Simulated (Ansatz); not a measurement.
Relaxed-ion elastic tensor of Be₂C (fluorite or antifluorite type, Fm-3m) in GPa (Voigt order), the program Ansatz at the LDA level (PAW); density 2.57 g/cm³, 6.48 Å³ per atom.

|  | 1 | 2 | 3 | 4 | 5 | 6 |
|---|---|---|---|---|---|---|
| 1 | 607 | 21.4 | 21.4 | 0.0 | 0.0 | 0.0 |
| 2 | 21.4 | 607 | 21.4 | 0.0 | 0.0 | 0.0 |
| 3 | 21.4 | 21.4 | 607 | 0.0 | 0.0 | 0.0 |
| 4 | 0.0 | 0.0 | 0.0 | 225 | 0.0 | 0.0 |
| 5 | 0.0 | 0.0 | 0.0 | 0.0 | 225 | 0.0 |
| 6 | 0.0 | 0.0 | 0.0 | 0.0 | 0.0 | 225 |

**Question.** Is the crystal mechanically stable?

**Answer.** Yes: the smallest eigenvalue of C is 225 GPa.

**Question.** Work out the Voigt, Reuss and Hill averages.

**Answer.** K_V = 217, K_R = 217, K_H = 217; G_V = 252, G_R = 248, G_H = 250 GPa.

**Question.** Give Young's modulus, Poisson's ratio, Pugh's ratio and the universal anisotropy index.

**Answer.** E = 9KG/(3K + G) = 542 GPa; ν = 0.08; K/G = 0.87 (brittle by the Pugh limit of 1.75); A_U = 5G_V/G_R + K_V/K_R − 6 = 0.08.

**Question.** Estimate the sound speeds and the Debye temperature.

**Answer.** v_l = √((K + 4G/3)/ρ) = 14600 m/s, v_t = √(G/ρ) = 9870 m/s, mean 10800 m/s; Θ = (h/k)(3n/4πV)^(1/3) v_m = 1720 K.

**Question.** Give the Zener ratio and Young's modulus along [100], [110] and [111].

**Answer.** A = 2C44/(C11 − C12) = 0.77; 1/E = S11 − 2(S11 − S12 − S44/2)Γ with Γ = 0, 1/4, 1/3 gives 606, 524, 501 GPa.

**Question.** Solve the Christoffel equation for the three sound speeds along [100], [110], [111].

**Answer.** Eigenvalues of C_ijkl n_j n_l equal ρv². In km/s, slowest first: [100] 9.36, 9.36, 15.38; [110] 9.36, 10.69, 14.50; [111] 10.26, 10.26, 14.19.

The LDA relaxation kept the symmetry of its start; phonons on a q-mesh show no instability.

Potentials: the later of the program's two PAW sets.
